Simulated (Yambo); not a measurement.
Yambo run on MgS (rock salt, space group Fm-3m, No. 225). The wavefunctions are PBE (pw.x of Quantum ESPRESSO, ONCV potentials, without SOC) ones on a 6×6×6 mesh (8 occupied bands); a = b = c = 3.683 Å, α = β = γ = 60.00°.

Yambo input:

```
rim_cut
gw0
dyson
el_el_corr
HF_and_locXC
ppa
em1d
RandQpts= 1000000
RandGvec= 1 Ry
EXXRLvcs= 84 Ry
VXCRLvcs= 336 Ry
Chimod= "HARTREE"
% BndsRnXp
 5 | 80 |
%
NGsBlkXp= 10 Ry
% LongDrXp
 1.0 | 1.0 | 1.0 |
%
PPAPntXp= 27.2114 eV
% GbndRnge
 1 | 49 |
%
GTermKind= "none"
DysSolver= "n"
ExtendOut
% QPkrange
 1 | 1 | 8 | 9 |
 13 | 13 | 9 | 9 |
%
```

k points by index: 1 = Γ, 13 = X.

Table of the .qp output:

```
#    K-point    Band    Eo [eV]    E [eV]    E-Eo [eV]    Vxc [eV]    Vnlxc [eV]    Sc|Eo [eV]    Sc|E [eV]    dSc/dw|Eo [eV]    Re(Z)    Im(Z)
#
    1    8    0.000000    -0.859623    -0.859623    -13.37019    -16.33331    1.868214    2.103500    -7.447048    0.785128    -0.001434
    1    9    3.687853    4.332713    0.644860    -10.97579    -6.526585    -3.656187    -3.804349    -6.250873    0.813194    -0.001306
    13    9    2.778930    3.500662    0.721733    -10.38886    -6.243799    -3.265314    -3.423331    -5.956768    0.820405    -0.001307
```
(The two width columns are left out.) Convergence of these settings isn't established.

Geometry of the Materials Project entry, not relaxed at this level.
